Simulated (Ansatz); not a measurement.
Given:

C:
```
C
1.0
    2.51577     0.00000     0.00000
   -1.25788     2.17872     0.00000
    0.00000     0.00000    37.05861
C
36
Direct
  0.00000   0.00000   0.77112
  0.33333   0.66667   0.78509
  0.33333   0.66667   0.82665
  0.66667   0.33333   0.84053
  0.66667   0.33333   0.88212
  0.00000   0.00000   0.89599
  0.00000   0.00000   0.93759
  0.33333   0.66667   0.95146
  0.33333   0.66667   0.99307
  0.66667   0.33333   0.00693
  0.66667   0.33333   0.04854
  0.00000   0.00000   0.06241
  0.00000   0.00000   0.10401
  0.33333   0.66667   0.11788
  0.33333   0.66667   0.15947
  0.66667   0.33333   0.17335
  0.66667   0.33333   0.21491
  0.00000   0.00000   0.22888
  0.00000   0.00000   0.27112
  0.66667   0.33333   0.28509
  0.66667   0.33333   0.32665
  0.33333   0.66667   0.34053
  0.33333   0.66667   0.38212
  0.00000   0.00000   0.39599
  0.00000   0.00000   0.43759
  0.66667   0.33333   0.45146
  0.66667   0.33333   0.49307
  0.33333   0.66667   0.50693
  0.33333   0.66667   0.54854
  0.00000   0.00000   0.56241
  0.00000   0.00000   0.60401
  0.66667   0.33333   0.61788
  0.66667   0.33333   0.65947
  0.33333   0.66667   0.67335
  0.33333   0.66667   0.71491
  0.00000   0.00000   0.72888
```

This is the r²SCAN-relaxed structure. x, y and z are the axes in which the lattice vectors are written.

Q: All from r²SCAN (plane waves, PAW; program Ansatz), unless another level is named. Estimate the hole effective mass, band 1 of 2 at the edge.

A: 0.79 along x, 0.66 along z (mₑ).

Q: Give the smallest direct gap on the standard path.

A: 5.81 eV.

Q: Give the HSE06 gap on the r²SCAN cell.

A: 5.40 eV.

Q: And the band gap?

A: 4.46 eV (indirect).

Q: Give the conduction-band minimum.

A: on the Γ–M line, 72 % of the way from Γ (6 equivalent valleys).

Space group P6_3/mmc. The start of the workflow was typed in or built on a structure type. Its sites differ from those of the usual phase in this space group: another stacking or structure type. Symmetry was held in the r²SCAN relaxation; its stability against distortions is not shown here.

Potentials: the later of the program's two PAW sets.
